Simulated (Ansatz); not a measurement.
**Ir (Fm-3m), clamped-ion strain scan**

Level of theory: DFT PBEsol, scalar-relativistic, plane waves, PAW (Ansatz 0.2.0). The runs took a 420 eV cutoff, a Γ-centred 22×22×22 mesh and Gaussian smearing (0.15 eV). Spin–orbit coupling is left out, which can shift energies with elements as heavy as these. No spin polarisation. Energies are free energies at this smearing, counted from the undisturbed cell; pressure is positive in compression.

Zero of the scan (as given, not relaxed at this level; it stands at -2.6 GPa):

```
Ir
1.0
     0.00000    1.91970    1.91970
     1.91970    0.00000    1.91970
     1.91970    1.91970    0.00000
Ir
1
Direct
  0.00000 0.00000 0.00000
```

The cell is strained by ε times the Voigt pattern (0, 0, 1, 0, 0, 0) (xx, yy, zz, yz, xz, xy; engineering shear) with fractional coordinates fixed. The cell is metallic on the mesh throughout.

| ε | ΔE (meV/atom) | stress summed along the pattern (GPa, tension positive) | pressure (GPa) |
| --- | --- | --- | --- |
| -0.1500 | 810.5 | -142.23 | 94.7 |
| -0.0750 | 165.3 | -56.92 | 34.3 |
| 0.0000 | 0.0 | 2.58 | -2.6 |
| 0.0375 | 44.2 | 23.20 | -14.8 |
| 0.1125 | 295.7 | 49.70 | -30.5 |
| 0.1500 | 472.7 | 56.52 | -35.2 |